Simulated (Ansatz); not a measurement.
AlNi:
```
CELL_PARAMETERS angstrom
      2.86249     0.00000     0.00000
      0.00000     2.86249     0.00000
      0.00000     0.00000     2.86249
ATOMIC_POSITIONS crystal
  Ni 0.00000 0.00000 0.00000
  Al 0.50000 0.50000 0.50000
```

Relaxed with PBEsol.

### Question
Decompose the optical modes at the zone centre into irreducible representations, and say which are infrared and Raman allowed.

### Answer
Point group m-3m: Γ_opt = T1u. Infrared: T1u. Raman: none.

### Question
Assign frequencies (DFPT, plane-wave PAW PBEsol (Ansatz code)).

### Answer
T1u 302 cm⁻¹.

Space group Pm-3m (CsCl type). Symmetry was held in the PBEsol relaxation; of distortions, only those at the zone centre were tested. The workflow began spin-polarised and lost its moments. As this level gives no gap, phonon frequencies hold no LO–TO term and depend on the k-mesh and smearing (Fermi–Dirac, 0.1 eV here).

Potentials: the later of the program's two PAW sets.
